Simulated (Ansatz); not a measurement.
Ag:
```yaml
crystal:
  lattice:
    - [5.28337, 0.00000, 0.00000]
    - [0.00000, 5.28337, 0.00000]
    - [0.00000, 0.00000, 5.28337]
  atoms:
    - { symbol: Ag, position: [0.00000, 0.00000, 0.00000] }
    - { symbol: Ag, position: [0.50000, 0.50000, 0.50000] }
    - { symbol: Ag, position: [0.25000, 0.00000, 0.50000] }
    - { symbol: Ag, position: [0.75000, 0.00000, 0.50000] }
    - { symbol: Ag, position: [0.50000, 0.25000, 0.00000] }
    - { symbol: Ag, position: [0.50000, 0.75000, 0.00000] }
    - { symbol: Ag, position: [0.00000, 0.50000, 0.25000] }
    - { symbol: Ag, position: [0.00000, 0.50000, 0.75000] }
```

Relaxed with PBE. Special points in fractions of this cell's reciprocal vectors: Γ (0.000, 0.000, 0.000); X (0.000, 0.500, 0.000); M (0.500, 0.500, 0.000); R (0.500, 0.500, 0.500).

**Question.** List the band energies nearest the Fermi level at these points for PBE in the plane-wave PAW code Ansatz.

**Answer.** In eV from the Fermi level; about four levels below and three above (degenerate sets whole), none deeper than 8.9 eV; points with the same levels are listed once.

```
k                                            below                          above
-  -----------------------------------------------  -----------------------------
Γ              -2.98 -2.98 -2.98 -0.07 -0.07 -0.07                 0.91 0.91 1.00
X                          -2.99 -2.99 -2.64 -2.64            0.98 0.98 1.04 1.04
M                          -2.70 -2.56 -2.46 -2.46                 1.37 2.67 2.67
R  -1.35 -1.35 -1.35 -1.35 -1.35 -1.35 -1.09 -1.09  9.99 9.99 9.99 9.99 9.99 9.99
```

Space group Pm-3n (A15 (β-W type)). The start of the workflow was typed in or built on a structure type; neither database checked (COD, Materials Project) lists it. It is not the phase usual at ambient conditions (space group No. 225). Symmetry was held in the PBE relaxation; whether a distortion lowers the energy is not shown. The run is not spin-polarised. Spin–orbit coupling is left out wherever it is not named.

Potentials: the later of the program's two PAW sets.
